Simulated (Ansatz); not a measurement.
Ca2C in the antifluorite structure was relaxed with 5 functionals in Ansatz 0.2.0, cell and atoms free, the symmetry of the start kept (meshes: PBE 8×8×8, r2SCAN 6×6×6, PBEsol 6×6×6, LDA 6×6×6, HSE06 4×4×4). All values are calculated for a non-magnetic cell, which may be hypothetical.

The PBEsol result:
```cif
data_structure
_symmetry_space_group_name_H-M 'P 1'
_symmetry_Int_Tables_number 1
_cell_length_a 4.3879
_cell_length_b 4.3879
_cell_length_c 4.3879
_cell_angle_alpha 60.000
_cell_angle_beta 60.000
_cell_angle_gamma 60.000
_cell_volume 59.74
loop_
_atom_site_label
_atom_site_type_symbol
_atom_site_fract_x
_atom_site_fract_y
_atom_site_fract_z
_atom_site_occupancy
C1 C 0.00000 0.00000 0.00000 1
Ca1 Ca 0.25000 0.25000 0.25000 1
Ca2 Ca 0.75000 0.75000 0.75000 1
```

Space group Fm-3m (No. 225), cubic; conventional cell a = 6.205 Å, 19.91 Å³ an atom. C is surrounded by 8 Ca at 2.69 Å; Ca is surrounded by 4 C at 2.69 Å.

(1) What lattice does r2SCAN give?

(2) How does the cell change with LDA?

(3) Held at the r2SCAN cell, what mean stress do LDA and PBE find, and does its sign point to their own minimum?

Results:

(1) a = 6.257 Å; the volume differs by +2.5 % from PBEsol's. Around C lie 8 Ca at 2.71 Å; around Ca lie 4 C at 2.71 Å.

(2) a = 6.116 Å; the volume differs by -4.3 % from PBEsol's. C has 8 Ca at 2.65 Å; Ca has 4 C at 2.65 Å.

(3) Yes. LDA -3.78 GPa, and its relaxed volume is -6.6 % from r2SCAN's; PBE +0.72 GPa, and its relaxed volume is +1.3 % from r2SCAN's. Compression counts positive, so a positive stress asks for a larger cell.
